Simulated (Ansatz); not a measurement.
(CH3)2S in its lowest state found on the top face of a (100) slab of Ta (Im-3m (No. 229)), 4 planes, outer planes Ta (top) and Ta (bottom); 1 a cell of 43.16 Å², its atoms last:

```
CELL_PARAMETERS angstrom
6.56989 0.00000 0.00000
0.00000 6.56989 0.00000
0.00000 0.00000 24.74342
ATOMIC_POSITIONS crystal
Ta 0.25000 0.75000 0.32332
Ta 0.25000 0.25000 0.32332
Ta 0.75000 0.75000 0.32332
Ta 0.75000 0.25000 0.32332
Ta 0.50000 0.50000 0.38970
Ta 0.50000 0.00000 0.38970
Ta 0.00000 0.50000 0.38970
Ta 0.00000 0.00000 0.38970
Ta 0.74697 0.24699 0.45643
Ta 0.74984 0.75359 0.45619
Ta 0.25361 0.25002 0.45608
Ta 0.24795 0.74790 0.45543
Ta 0.01457 0.01070 0.51774
Ta 0.99526 0.49486 0.51625
Ta 0.47847 0.97932 0.52320
Ta 0.51049 0.51372 0.51770
C 0.73877 0.94359 0.64974
S 0.47666 0.97129 0.62545
C 0.43631 0.22981 0.65119
H 0.74190 0.95472 0.69404
H 0.79133 0.79393 0.63614
H 0.83347 0.06350 0.63131
H 0.44977 0.23040 0.69545
H 0.28333 0.27512 0.63842
H 0.54962 0.33237 0.63282
```

These are results of DFT PBE+D3(BJ), scalar-relativistic, plane waves, PAW (Ansatz), not measurements. Plane waves to 420 eV, a k mesh through Γ of 3×3×1 on the computed 25-atom cell and Gaussian smearing (0.10 eV); no spin polarisation. The cell repeats along c with a dipole correction in the vacuum.

The clean top face has a work function of 3.92 eV. Adsorption changes the slab's dipole along +c by Δp = +0.3409 e·Å a cell (+1.64 D an adsorbate).

Problem. What change of work function does the Helmholtz equation give?

Solution. A sheet of dipoles makes a step in an electron's potential energy of −e·Δp/(ε0·A), and e/ε0 = 180.95 eV·Å for Δp in e·Å: −180.95 × (0.3409)/43.16 = -1.43 eV. This is the change of φ(top) − φ(bottom). If the bottom face is unmoved, φ(top) becomes 2.49 eV.

Problem. How does that compare with the calculation?

Solution. φ(top) changes by -1.37 eV and φ(bottom) by +0.05 eV, so their difference changes by -1.42 eV. The slab is thin enough for the adsorbate to shift the Fermi level against the bottom face too.

Problem. What does the sign say about the electrons?

Solution. The change of dipole points out of the surface, so the work function falls. The molecule's own dipole can set this sign. Δp also holds the adsorbate's own dipole and the moves of the surface atoms, so it isn't a charge transfer alone.

Spin-orbit coupling is left out, which matters for the bands of heavy elements.